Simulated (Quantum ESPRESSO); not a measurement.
GaSi2Ge5 (made-up cell) (calculated)

Computed with Quantum ESPRESSO 7.5. Calculation on a made-up crystal cell, not a measurement: periodic Kohn-Sham density functional theory in plane waves with PseudoDojo standard norm-conserving scalar-relativistic pseudopotentials, each functional with its own files (v0.5 for PBE, v0.4.1 for LDA and PBEsol), no spin polarisation, no spin-orbit coupling, atoms not relaxed, stress positive in tension, energies less a fixed whole-eV offset for each atom's element; levels are Kohn-Sham levels at fractions of this cell's reciprocal vectors, counted from the reference band (half the neutral cell's valence electrons, rounded up) at Gamma; error bars cover cutoff and k-mesh only, not smearing or the files; added strain carries the atoms with the cell, and shear is the tensor component; each bar is the largest change over components, and at least 0.002 eV, 0.002 eV per angstrom or 0.02 GPa; energies are for the whole cell, and the offsets were chosen from early runs and are not element reference energies.

Common to all runs: lattice type zincblende/diamond; functional pbe; cutoff 1088 eV; fermi dirac smearing 0.1 eV; scf tolerance 1e-07 eV; electrons removed 0; k mesh 6 x 6 x 6, shifted by half a step.

(1) GaSi2Ge5 (made-up cell)

```
GaSi2Ge5
1.0
      5.5605     0.0000     0.0000
      0.0000     5.5605     0.0000
      0.0000     0.0000     5.5605
Ga Ge Si Ge Si
1 3 1 2 1
Direct
  -0.00620 0.00333 0.00987
  -0.00219 0.49735 0.49803
  0.51114 -0.00275 0.49690
  0.50143 0.49681 0.00441
  0.25417 0.25294 0.24564
  0.25329 0.75143 0.75301
  0.76033 0.24523 0.74815
  0.74518 0.75250 0.25046
```

| Property | Result |
| --- | --- |
| free energy less offsets | -3.221 eV |
| smearing term minus ts | -0.08687 eV |
| scf iterations | 10 |
| pressure | 5.317 GPa |
| stress xx | -5.268 GPa |
| stress yy | -5.233 GPa |
| stress zz | -5.451 GPa |
| stress yz | 0.6465 GPa |
| stress xz | 0.4487 GPa |
| stress xy | -0.9281 GPa |
| fermi level | -0.9704 eV |
| reference band | 46 |
| error bar energy | 0.01018 eV |
| error bar stress | 0.04976 GPa |
| error bar force | 0.01597 eV/Å |
| error bar next band up | 0.002 eV |
| error bar fermi level | 0.003103 eV |
| error bars from | tighter rerun of this cell |

Atoms:
| atoms element | atom site | atom energy offset (eV) |
| --- | --- | --- |
| Ga | 1 | -2080 |
| Ge | 2 | -2430 |
| Ge | 3 | -2430 |
| Ge | 4 | -2430 |
| Si | 5 | -115 |
| Ge | 6 | -2430 |
| Ge | 7 | -2430 |
| Si | 8 | -115 |

Forces:
| site | x (eV/Å) | y (eV/Å) | z (eV/Å) |
| --- | --- | --- | --- |
| 1 | 0.4683 | -0.3235 | 0.2787 |
| 2 | 0.3681 | 0.4325 | -0.5345 |
| 3 | -0.8372 | 0.3416 | -0.1334 |
| 4 | 0.2402 | 0.08918 | -0.04154 |
| 5 | -0.1252 | -0.412 | 0.4193 |
| 6 | -0.2951 | 0.1914 | -0.02584 |
| 7 | -0.3574 | 0.1502 | 0.2667 |
| 8 | 0.5383 | -0.4695 | -0.2294 |

Levels:
| level k point | next band up (eV) |
| --- | --- |
| Gamma | 0.285 |
| (1/2,1/2,1/2) | 0.07606 |
| (0.15,0,0) | 0.2706 |
| (0,0.15,0) | 0.2713 |
| (0,0,0.15) | 0.2843 |

(2) GaSi2Ge5 (made-up cell)

```
GaSi2Ge5
1.0
      5.5605     0.0000     0.0000
      0.0000     5.5605     0.0000
      0.0000     0.0000     5.5605
Ge Ga Ge Si Ge Si
1 1 2 1 2 1
Direct
  -0.00620 0.00333 0.00987
  -0.00219 0.49735 0.49803
  0.51114 -0.00275 0.49690
  0.50143 0.49681 0.00441
  0.25417 0.25294 0.24564
  0.25329 0.75143 0.75301
  0.76033 0.24523 0.74815
  0.74518 0.75250 0.25046
```

| Item | Value |
| --- | --- |
| stress zz | withheld |

Atoms:
| atoms element | atom site | atom energy offset (eV) |
| --- | --- | --- |
| Ge | 1 | -2430 |
| Ga | 2 | -2080 |
| Ge | 3 | -2430 |
| Ge | 4 | -2430 |
| Si | 5 | -115 |
| Ge | 6 | -2430 |
| Ge | 7 | -2430 |
| Si | 8 | -115 |

## Withheld values
1. Estimate the stress zz of GaSi2Ge5 (made-up cell) (entry 2).
2. Give the table of forces values for GaSi2Ge5 (made-up cell) (entry 2).

Calculated values
1. -5.491 GPa
2. 
Forces:
| site | x (eV/Å) | y (eV/Å) | z (eV/Å) |
| --- | --- | --- | --- |
| 1 | 0.578 | -0.3841 | 0.2077 |
| 2 | 0.298 | 0.3351 | -0.4728 |
| 3 | -0.8432 | 0.34 | -0.1394 |
| 4 | 0.238 | 0.04642 | -0.1274 |
| 5 | -0.1249 | -0.2326 | 0.6424 |
| 6 | -0.3168 | -0.01538 | -0.1695 |
| 7 | -0.3494 | 0.4996 | 0.05326 |
| 8 | 0.5204 | -0.589 | 0.005808 |

Further results for GaSi2Ge5 (made-up cell) (entry 2):

| Property | Result |
| --- | --- |
| free energy less offsets | -3.204 eV |
| smearing term minus ts | -0.08932 eV |
| scf iterations | 10 |
| pressure | 5.343 GPa |
| stress xx | -5.208 GPa |
| stress yy | -5.331 GPa |
| stress yz | 0.6697 GPa |
| stress xz | 0.4371 GPa |
| stress xy | -0.3425 GPa |
| fermi level | -0.9842 eV |
| reference band | 46 |
| error bar energy | 0.01018 eV |
| error bar stress | 0.04976 GPa |
| error bar force | 0.01597 eV/Å |
| error bar next band up | 0.002 eV |
| error bar fermi level | 0.003103 eV |
| error bars from | tighter rerun of a related cell |

Levels:
| level k point | next band up (eV) |
| --- | --- |
| Gamma | 0.2121 |
| (1/2,1/2,1/2) | 0.06005 |
| (0.15,0,0) | 0.2524 |
| (0,0.15,0) | 0.2399 |
| (0,0,0.15) | 0.2371 |
